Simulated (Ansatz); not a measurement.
# GaIr, one cell by several methods

```
Ga Ir
1.0
     3.00400    0.00000    0.00000
     0.00000    3.00400    0.00000
     0.00000    0.00000    3.00400
Ga Ir
1 1
Direct
  0.00000 0.00000 0.00000
  0.50000 0.50000 0.50000
```

Atoms are numbered in the order listed.

The cell is COD entry 1523837, as deposited and not checked against the literature; nothing was relaxed.

No spin–orbit coupling, which matters for the heavy atoms here.

All numbers are computed: DFT, PBEsol, PAW with Ansatz's default frozen-core files, scalar-relativistic (Ansatz 0.2.0); DFT, PBEsol, all-electron PAW with datasets made for the crystal, scalar-relativistic (Ansatz 0.2.0); DFT, PBEsol, all-electron LAPW, scalar-relativistic (Ansatz 0.2.0).

For PAW: a Γ-centred 12×12×12 k mesh, Fermi–Dirac smearing of 0.05 eV, cutoff 420 eV, no spin polarisation; the PAW files were made with PBE, and the program remakes their frozen cores for this functional. The crystal-made all-electron datasets (AE datasets) take a cutoff of 300 eV at this cell. LAPW targets a basis error of 0.25 meV/atom. The Ansatz runs share mesh, smearing and spin set-up. Plane-wave (PAW) pressures include the program's estimate of the Pulay term.

Stress and pressure are positive in compression.

Levels count from the Fermi level.

```json
{"quantity": "pressure (GPa)", "PAW": "3.99", "AE datasets": "4.04", "LAPW": "4.04"}
{"quantity": "highest filled level at X (eV)", "PAW": "-1.461", "AE datasets": "-1.462", "LAPW": "-1.462"}
{"quantity": "lowest empty level at X (eV)", "PAW": "0.232", "AE datasets": "0.232", "LAPW": "0.232"}
{"quantity": "highest filled level at M (eV)", "PAW": "-0.212", "AE datasets": "-0.212", "LAPW": "-0.212"}
{"quantity": "lowest empty level at M (eV)", "PAW": "2.875", "AE datasets": "2.876", "LAPW": "2.876"}
{"quantity": "highest filled level at R (eV)", "PAW": "-0.104", "AE datasets": "-0.105", "LAPW": "-0.105"}
{"quantity": "lowest empty level at R (eV)", "PAW": "3.431", "AE datasets": "3.429", "LAPW": "3.429"}
```

PAW's pressure differs from the LAPW value by -0.05 GPa. Datasets made for the crystal and LAPW share parts of one code, so their agreement isn't an independent check.
